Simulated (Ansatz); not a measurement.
Hf$_{2}$S in space group P6_3/mmc (No. 194; Hf on 4f, S on 2b), the program Ansatz at the r²SCAN level (PAW), all energies at zero smearing, with the estimated change up to a 700 eV cutoff added, with one set of potentials and settings (totals compare only within such a set). Cell of 6 atoms (4 Hf, 2 S): -64750.903 eV.

```json
[
 {"element": "Hf", "reference phase": "P6_3/mmc, 2 atoms in the cell", "E (eV/atom)": "-15733.0631"},
 {"element": "S", "reference phase": "P2/c, 32 atoms in the cell", "E (eV/atom)": "-905.8156"}
]
```

Formation energy per atom, worked out: (-64750.903 − 4×(-15733.0631) − 2×(-905.8156))/6 = -1.170 eV/atom (-113 kJ per mol of atoms), at 0 K, without zero-point energy or fitted corrections.

The first step of the workflow began from a Materials Project structure, measured or hypothetical; the Crystallography Open Database copy checked does not list it. Its standing as an ambient phase is unchecked. Symmetry was held in the r²SCAN relaxation; its stability against distortions is not shown here. No spin polarisation was allowed. The references are the lowest solids computed at this level, not always the standard phases. Spin–orbit coupling is left out wherever it is not named.

Potentials: the later of the program's two PAW sets.
